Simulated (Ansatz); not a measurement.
BP: what each run costs

Cell: 2 atoms, space group F-43m, a = 3.209 Å, b = 3.209 Å, c = 3.209 Å, α = 60.00°, β = 60.00°, γ = 60.00°.

All runs are DFT with Ansatz 0.2.0 on 1 thread of Arm Neoverse V1 (aarch64; 8 cores open to the job, memory cap 2.5 GiB, no GPU), a shared host.

**Question.** Rank the runs by wall time, shortest first.
A. core holes on 2 sites, PBE, 420 eV, 4×4×4 k-points, fixed occupations, 16 atoms
B. relaxation of the ions, PBE, 420 eV, 10×10×10 k-points, smearing 0.02 eV
C. dielectric tensor by linear response, PBE, 420 eV, 10×10×10 k-points, fixed occupations

**Answer.** B (2.6 s, 0.31 GiB), C (11 s, 0.34 GiB), A (22 s, 0.4 GiB).
